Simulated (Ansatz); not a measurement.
# SrCd2Sb2: strain energy, fitted

SrCd2Sb2, P-3m1, a = 4.701 Å, c = 7.735 Å. The structure is a COD entry; whether it is the stable form wasn't checked. Ansatz: PBEsol, PAW, 420 eV, Γ-centred 12×12×6 mesh on 5 atoms, Gaussian smearing 0.10 eV; no spin polarisation. Series: biaxial strain in the a-b plane, c and atoms relaxed; x is the strain in per cent. y is the free energy over the unstrained cell, V0 = 29.606 Å³/atom.

```tsv
x (%)	y (meV/atom)
-3.0	16.56
-2.0	7.15
-1.0	1.72
0.0	0.00
1.0	1.62
2.0	6.34
3.0	?
```

Fit y = c2 x² + c3 x³ to the other rows, turn c2 into a modulus, and predict the missing energy.

Least squares on the rows shown. y = 1.6861 x² − 0.051210 x³. In eV per unit strain² c2 is 16.86; M is the biaxial modulus (E = M V0 ε²): 16.86 × 160.2 / (29.606) = 91 GPa. At x = 3.0 the fit asked for gives 13.79 meV/atom. The run gave 13.98 meV/atom, so the fit is 0.19 meV/atom too low, 1.1 % of the span of the series, against an rms of 0.01 meV/atom on the fitted rows. The row lies outside the fitted range. With a term in x⁴ added, a fit to the same known rows predicts 13.85 meV/atom, which recovers part of the miss; the known rows don't hold the rest.